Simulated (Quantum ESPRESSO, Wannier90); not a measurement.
## Tight-binding from DFT: Pt (hcp (Mg type), model phase)

```yaml
crystal:
  lattice:
    - [2.76067, 0.00000, 0.00000]
    - [-1.38033, 2.39081, 0.00000]
    - [0.00000, 0.00000, 4.79213]
  atoms:
    - { symbol: Pt, position: [0.66667, 0.33333, 0.75000] }
    - { symbol: Pt, position: [0.33333, 0.66667, 0.25000] }
```

Materials Project entry mp-2647022; symmetrised, unrelaxed at this level. This isn't the element's usual structure (fcc); take it as a model of another phase. Level: PBEsol, no spin polarisation, no spin-orbit coupling; pw.x of Quantum ESPRESSO at 68 Ry with PseudoDojo potentials, 12×12×4 k-points, Wannier90. Density: 18×18×10 mesh, cold smearing 0.01 Ry. Spin-orbit coupling is left out although heavy elements are present.

The lattice is scaled uniformly with fixed fractional positions (axis ratios and free coordinates are held, so this isn't the response to pressure), and at each scale an atom-like model (Pt spd; disentangled, num_iter = 0) is made. Listed is the largest hopping of each kind of orbital pair shown, with the distance of the two functions' centres at scale 1; the mesh was not varied.

```
scale  modulus of t, Pt1 px–Pt1 px at 2.76 Å (eV)  modulus of t, Pt2 s–Pt2 px at 2.76 Å (eV)  modulus of t, Pt1 px–Pt1 dx2-y2 at 2.76 Å (eV)
-----  ------------------------------------------  -----------------------------------------  ----------------------------------------------
0.970                                       3.496                                      2.190                                           1.283
0.990                                       3.358                                      2.080                                           1.189
1.000                                       3.302                                      2.030                                           1.148
1.010                                       3.231                                      1.976                                           1.103
1.030                                       3.104                                      1.876                                           1.024
```

**Question.** With |t| ∝ d^(−η), find η for each hopping from the ends of the series.

**Answer.** 
- Pt1 px–Pt1 px at 2.76 Å: η = −ln(3.104/3.496)/ln(1.030/0.970) = 2.0
- Pt2 s–Pt2 px at 2.76 Å: η = −ln(1.876/2.190)/ln(1.030/0.970) = 2.6
- Pt1 px–Pt1 dx2-y2 at 2.76 Å: η = −ln(1.024/1.283)/ln(1.030/0.970) = 3.8
Harrison's rules would take η = 2.0, 2.0, 3.5 for these pairs; they describe atomic orbitals, while these are orthogonalised and change shape with the volume.
